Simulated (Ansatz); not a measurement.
# What DFT gives for Si2Ni6B

```
B Si Ni
1.0
     6.21495    0.12065   -0.04399
    -3.00299    5.49400   -0.03554
    -0.02086   -0.03150    2.95623
B Si Ni
1 2 6
Direct
  0.01492 0.00949 0.50778
  0.33553 0.66905 0.95464
  0.64061 0.30555 0.01170
  0.62241 0.98238 0.49842
  0.39853 0.40894 0.44144
  0.95891 0.60219 0.52557
  0.24844 0.99909 0.99578
  0.75088 0.71731 0.98984
  0.98588 0.23838 0.02678
```

Method: PBEsol, no spin polarisation; PAW, plane waves to 420 eV, 3×3×6 (shifted by 0.5, 0.5, 0.5 steps) mesh, cold occupations (width 0.0357 eV) (Ansatz 0.2.0), atoms fixed.

Task: What does the stress say?

Result: The pressure is -19.2 GPa (compression positive), so with the atoms held at these fractions the cell would first shrink; the forces are large, so a full relaxation may end otherwise. The principal stresses -25.0, -18.0, -14.4 GPa differ, so its shape would change too.

Task: Metal or insulator?

Result: It is a metal, with about 6.1 states/eV a cell as the mean within 0.25 eV of the Fermi level, mostly Ni d (76 %).

Task: Where is the largest force?

Result: The largest is on Ni8: 2.21 eV/Å, components (-1.37, 1.69, 0.40). It makes 141° with the line to a nearest neighbour, Ni6 at 2.23 Å, pointing away from it.

Task: Is it stable against the elements?

Result: -0.34 eV an atom against the elements' usual phases (free molecules for gases, crystals otherwise, with no correction for O₂ or N₂), so it is bound against them; other compounds may still compete. Relaxing would lower it.

Origin: a strained cell with displaced atoms, so it need not be a known compound. Caveats: no spin polarisation, so a magnetic state may lie lower; the k mesh is coarse if the cell is a metal; atoms or cell far from equilibrium.
